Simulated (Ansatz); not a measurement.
A geometry of MgS away from equilibrium: step 4 of the relaxation of a generated trial cell of MgS in the cinnabar structure type. These are r2SCAN (plane waves to 500 eV, PAW, scalar-relativistic; Ansatz, an electronic-structure program) values and carry that method's errors. Γ-centred k-mesh 10×10×4 on the run's cell, Fermi–Dirac smearing 0.05 eV. The plane waves were selected for a different cell earlier on the path.

```
MgS
1.0
    3.67140     0.00000     0.00000
   -1.83570     3.17953     0.00000
    0.00000     0.00000     9.01979
Mg S
3 3
Direct
  0.67637   0.00000   0.66667
  0.00000   0.67637   0.33333
  0.32363   0.32363   0.00000
  0.63742   0.00000   0.16667
  0.00000   0.63742   0.83333
  0.36258   0.36258   0.50000
```

Question: What forces act on the atoms (eV/Å)?

Answer: 
| atom | Fx | Fy | Fz |
|---|---|---|---|
| Mg1 | 0.01 | 0.00 | 0.00 |
| Mg2 | 0.00 | 0.01 | 0.00 |
| Mg3 | 0.00 | -0.01 | 0.00 |
| S4 | 0.37 | 0.00 | 0.00 |
| S5 | -0.18 | 0.32 | 0.00 |
| S6 | -0.18 | -0.32 | 0.00 |

The path ends in Fm-3m (No. 225) (rock salt type). No spin polarisation in the result.

The run could not lose the symmetry of its start.
